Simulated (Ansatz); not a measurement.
Here is the system:

SnO:
```
SnO
1.0
    2.24986    -2.49796     0.00000
    2.24986     2.49796     0.00000
    0.00000     0.00000    11.77455
Sn O
4 4
Direct
  0.06150   0.93850   0.99722
  0.93850   0.06150   0.49722
  0.43862   0.56138   0.23201
  0.56138   0.43862   0.73201
  0.47826   0.52174   0.05173
  0.52174   0.47826   0.55173
  0.02190   0.97810   0.17750
  0.97810   0.02190   0.67750
```

This is the LDA-relaxed structure.

Q: All from plane-wave PAW LDA (Ansatz code), unless another level is named. Estimate the formation energy from the elements (no fitted shifts).

A: -1.23 eV/atom.

Q: Predict the smallest direct gap on the standard path.

A: 1.55 eV.

Q: Predict the hole effective mass.

A: 0.34, 1.8, 3.0 mₑ (principal values).

Space group Cmce. The first step of the workflow began from a Materials Project structure, measured or hypothetical; the Crystallography Open Database copy checked does not list it. It is not the phase usual at ambient conditions (space group No. 129). The LDA relaxation kept the symmetry of its start; whether a distortion lowers the energy is not shown. A crystal of weakly bound layers computed without a dispersion correction: the cell and the soft elastic constants depend strongly on that. The references are the lowest solids computed at this level, not always the standard phases (solids in place of the gases). Scalar-relativistic: spin–orbit coupling is off unless named, which matters more the heavier the elements.

Potentials: the later of the program's two PAW sets.
